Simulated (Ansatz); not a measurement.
Cs (bcc, W type), conventional cell a = 6.2746 Å, b = 6.2746 Å, c = 6.2746 Å, α = 90.00°, β = 90.00°, γ = 90.00°. The calculation uses the primitive cell of 1 atom, to which meshes and values per cell refer.

This relaxed cell (volume V₀) is scaled evenly in all directions, its shape held. Symmetry pins the atoms to their sites.

Computed with r2SCAN (plane waves to 500 eV, PAW, scalar-relativistic; Ansatz, a program for electronic structure). k mesh 11×11×11 (Γ-centred), Fermi-Dirac smearing 0.05 eV. Energies are smeared free energies. Cs was relaxed with its symmetry unable to fall. The PAW data are Ansatz's earlier set. The relaxed volume of Cs is well above the measured one; the method has no dispersion term. ΔE is measured from the relaxed starting cell. The last digit holds for this mesh only.

```
V (Å³/atom)  ΔE (meV/atom)
-----------  -------------
111.166                7.7
113.636                4.7
116.106                2.5
118.577                1.0
121.047                0.2
123.517                0.0
125.988                0.4
128.458                1.3
130.929                2.6
133.399                4.4
135.869                6.6
```

What is the fitted pressure derivative B₀′?

3.5.

What bulk modulus B₀ follows from a third-order Birch-Murnaghan fit?

1.8 GPa.

(Under strain, the slope of the energy per volume gives the stress and its curvature an elastic modulus.)
